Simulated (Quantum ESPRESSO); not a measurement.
HfGa6W, input and log of a self-consistent run

A calculation, not a measurement. The program is pw.x of Quantum ESPRESSO 7.5 (plane-wave density functional theory). The cell is made up: eight metal atoms on a hexagonal close-packed lattice, with elements, volume, strain and displacements drawn at random and not relaxed, so it may be unstable or far from any real phase. PseudoDojo standard norm-conserving files set the functional (PBE unless stated); there is no spin polarisation or spin-orbit coupling, the Fermi-Dirac width of 0.25 eV means electrons at about 2900 K, and the masses in the input are unused placeholders. Heavy elements are run without spin-orbit coupling, which real alloys of them have. A spin test at this wide smearing found no moment, but such smearing suppresses magnetism that the real alloy may have.

Input:

```
&control calculation='scf', pseudo_dir='./dojo.nc.sr.pbe.v0_5.standard.upf', outdir='./o', disk_io='medium', tprnfor=.true., tstress=.true. /
&system ibrav=0, nat=8, ntyp=3, nbnd=62, ecutwfc=79.96652505, nosym=.true., tot_charge=0,
 occupations='smearing', smearing='fd', degauss=0.0183746611
/
&electrons conv_thr=1.470e-08, electron_maxstep=70, mixing_beta=0.5 /
ATOMIC_SPECIES
Ga 1.0 Ga.upf
Hf 1.0 Hf.upf
W 1.0 W.upf
CELL_PARAMETERS angstrom
0.0122 5.3137 0.0414
2.9138 0.046 4.794
2.9934 -0.0319 -4.843
ATOMIC_POSITIONS angstrom
Hf 0.0131 0.077 0.0466
Ga 2.881 0.0521 -0.1183
Ga 2.9335 1.7941 -2.3708
Ga 2.9129 1.7678 2.3803
Ga 1.4994 2.6769 0.0056
Ga 4.4767 2.638 -0.0203
W 1.5135 4.375 -2.3842
Ga 1.4416 4.5007 2.4491
K_POINTS automatic
5 5 5 1 1 1
```

The log is shortened where brackets say so; the opening notice, blank lines, dates and the lines on written files are dropped, and the path of the files is cut. It prints rydbergs, bohrs and kilobars, and counts compression as positive stress. Its total energy is the free energy E - TS of the whole cell.

```
     Program PWSCF v.7.5
     Parallel version (MPI & OpenMP), running on       1 processor cores
     Number of MPI processes:                 1
     Threads/MPI process:                     1
     [start-up lines left out]
     bravais-lattice index     =            0
     lattice parameter (alat)  =      10.0418  a.u.
     unit-cell volume          =    1020.5342 (a.u.)^3
     number of atoms/cell      =            8
     number of atomic types    =            3
     number of electrons       =       104.00
     number of Kohn-Sham states=           62
     kinetic-energy cutoff     =      79.9665  Ry
     charge density cutoff     =     319.8661  Ry
     scf convergence threshold =      1.5E-08
     mixing beta               =       0.5000
     number of iterations used =            8  plain     mixing
     Exchange-correlation= PBE
                           (   1   4   3   4   0   0   0)
     [axes and pseudopotential details left out]
   Cartesian axes
     site n.     atom                  positions (alat units)
         1        Hf     tau(   1) = (   0.0024652   0.0144904   0.0087695  )
         2        Ga     tau(   2) = (   0.5421655   0.0098045  -0.0222625  )
         3        Ga     tau(   3) = (   0.5520453   0.3376255  -0.4461527  )
         4        Ga     tau(   4) = (   0.5481687   0.3326762   0.4479405  )
         5        Ga     tau(   5) = (   0.2821670   0.5037566   0.0010538  )
         6        Ga     tau(   6) = (   0.8424548   0.4964362  -0.0038202  )
         7        W      tau(   7) = (   0.2848204   0.8233163  -0.4486744  )
         8        Ga     tau(   8) = (   0.2712898   0.8469713   0.4608877  )
     number of k points=    63  Fermi-Dirac smearing, width (Ry)=  0.0184
                       cart. coord. in units 2pi/alat
        k(    1) = (   0.1796797   0.0995855   0.0006791), wk =   0.0320000
        k(    2) = (   0.3586880   0.1000222  -0.1081265), wk =   0.0320000
     [further k points left out]
     Dense  grid:    98595 G-vectors     FFT dimensions: (  60,  64,  64)
     Estimated max dynamical RAM per process >     165.73 MB
     Initial potential from superposition of free atoms
     starting charge     103.9816, renormalised to     104.0000
     Starting wfcs are   74 randomized atomic wfcs
     total cpu time spent up to now is       45.7 secs
     per-process dynamical memory:    90.7 Mb
     Self-consistent Calculation
     iteration #  1     ecut=    79.97 Ry     beta= 0.50
     Davidson diagonalization with overlap
     ethr =  1.00E-02,  avg # of iterations =  2.5
     Threshold (ethr) on eigenvalues was too large:
     Diagonalizing with lowered threshold
     Davidson diagonalization with overlap
     ethr =  1.66E-04,  avg # of iterations =  6.5
     total cpu time spent up to now is      250.4 secs
     total energy              =   -1182.14222238 Ry
     estimated scf accuracy    <       0.18057112 Ry
     iteration #  2     ecut=    79.97 Ry     beta= 0.50
     Davidson diagonalization with overlap
     ethr =  1.74E-04,  avg # of iterations =  3.5
     total cpu time spent up to now is      348.3 secs
     total energy              =   -1182.11922889 Ry
     estimated scf accuracy    <       0.38475378 Ry
     iteration #  3     ecut=    79.97 Ry     beta= 0.50
     Davidson diagonalization with overlap
     ethr =  1.74E-04,  avg # of iterations =  2.6
     total cpu time spent up to now is      441.7 secs
     total energy              =   -1182.16870256 Ry
     estimated scf accuracy    <       0.13328445 Ry
     iteration #  4     ecut=    79.97 Ry     beta= 0.50
     Davidson diagonalization with overlap
     ethr =  1.28E-04,  avg # of iterations =  2.0
     total cpu time spent up to now is      538.1 secs
     total energy              =   -1182.18466894 Ry
     estimated scf accuracy    <       0.03033979 Ry
     iteration #  5     ecut=    79.97 Ry     beta= 0.50
     Davidson diagonalization with overlap
     ethr =  2.92E-05,  avg # of iterations =  2.1
     total cpu time spent up to now is      628.5 secs
     total energy              =   -1182.18820509 Ry
     estimated scf accuracy    <       0.00066042 Ry
     iteration #  6     ecut=    79.97 Ry     beta= 0.50
     Davidson diagonalization with overlap
     c_bands:  1 eigenvalues not converged
     ethr =  6.35E-07,  avg # of iterations =  7.5
     total cpu time spent up to now is      753.7 secs
     total energy              =   -1182.18836588 Ry
     estimated scf accuracy    <       0.00021199 Ry
     iteration #  7     ecut=    79.97 Ry     beta= 0.50
     Davidson diagonalization with overlap
     ethr =  2.04E-07,  avg # of iterations =  2.1
     total cpu time spent up to now is      844.1 secs
     total energy              =   -1182.18838855 Ry
     estimated scf accuracy    <       0.00001400 Ry
     iteration #  8     ecut=    79.97 Ry     beta= 0.50
     Davidson diagonalization with overlap
     ethr =  1.35E-08,  avg # of iterations =  4.9
     total cpu time spent up to now is      937.4 secs
     total energy              =   -1182.18839137 Ry
     estimated scf accuracy    <       0.00000092 Ry
     iteration #  9     ecut=    79.97 Ry     beta= 0.50
     Davidson diagonalization with overlap
     ethr =  8.84E-10,  avg # of iterations =  2.5
     total cpu time spent up to now is     1036.8 secs
     total energy              =   -1182.18839154 Ry
     estimated scf accuracy    <       0.00000017 Ry
     iteration # 10     ecut=    79.97 Ry     beta= 0.50
     Davidson diagonalization with overlap
     ethr =  1.63E-10,  avg # of iterations =  2.5
     total cpu time spent up to now is     1131.5 secs
     total energy              =   -1182.18839158 Ry
     estimated scf accuracy    <       0.00000003 Ry
     iteration # 11     ecut=    79.97 Ry     beta= 0.50
     Davidson diagonalization with overlap
     ethr =  2.67E-11,  avg # of iterations =  3.2
     total cpu time spent up to now is     1214.8 secs
     End of self-consistent calculation
     [lines on levels left out]
!    total energy              =   -1182.18839158 Ry
     estimated scf accuracy    <          6.5E-09 Ry
     smearing contrib. (-TS)   =      -0.07366553 Ry
     internal energy E=F+TS    =   -1182.11472605 Ry
     The total energy is F=E-TS. E is the sum of the following terms:
     one-electron contribution =    -363.79120556 Ry
     hartree contribution      =     269.66824630 Ry
     xc contribution           =    -312.58108331 Ry
     ewald contribution        =    -775.41068348 Ry
     convergence has been achieved in  11 iterations
     Forces acting on atoms (cartesian axes, Ry/au):
     atom    1 type  2   force =    -0.01663690   -0.02719622   -0.00750873
     atom    2 type  1   force =     0.01700287   -0.01563836    0.01372629
     atom    3 type  1   force =    -0.01182997    0.00917568   -0.00838250
     atom    4 type  1   force =     0.01291542    0.00889467   -0.00179678
     atom    5 type  1   force =    -0.00761398    0.00830449   -0.00904702
     atom    6 type  1   force =     0.00455414    0.01556289    0.01311158
     atom    7 type  3   force =    -0.00374318    0.00989268   -0.00220531
     atom    8 type  1   force =     0.00535160   -0.00899583    0.00210245
     Total force =     0.056682     Total SCF correction =     0.000344
     Computing stress (Cartesian axis) and pressure
          total   stress  (Ry/bohr**3)                   (kbar)     P=      -71.79
  -0.00057125  -0.00002292  -0.00004359          -84.03       -3.37       -6.41
  -0.00002292  -0.00048603  -0.00004811           -3.37      -71.50       -7.08
  -0.00004359  -0.00004811  -0.00040688           -6.41       -7.08      -59.85
     init_run     :     42.20s CPU     45.54s WALL (       1 calls)
     electrons    :   1139.80s CPU   1169.16s WALL (       1 calls)
     forces       :     14.67s CPU     14.87s WALL (       1 calls)
     stress       :     53.00s CPU     53.33s WALL (       1 calls)
     [timing details left out]
     PWSCF        :  20m50.28s CPU  21m26.14s WALL
     JOB DONE.
```

In other units: free energy -16084.492 eV for the cell, pressure -7.18 GPa, largest force component 0.699 eV/Å in size. The run took 1288 s of wall time with one process on a shared machine (AMD EPYC, Zen 5, virtual cores), so the time is rough. A rerun of this cell at a higher cutoff and on a denser mesh moved values by no more than 0.002 eV in energy, 0.23 GPa in stress and 0.014 eV/Å in force, and a second program with other atomic files agreed on that cell to 2 % rms in force and 0.5 GPa in pressure.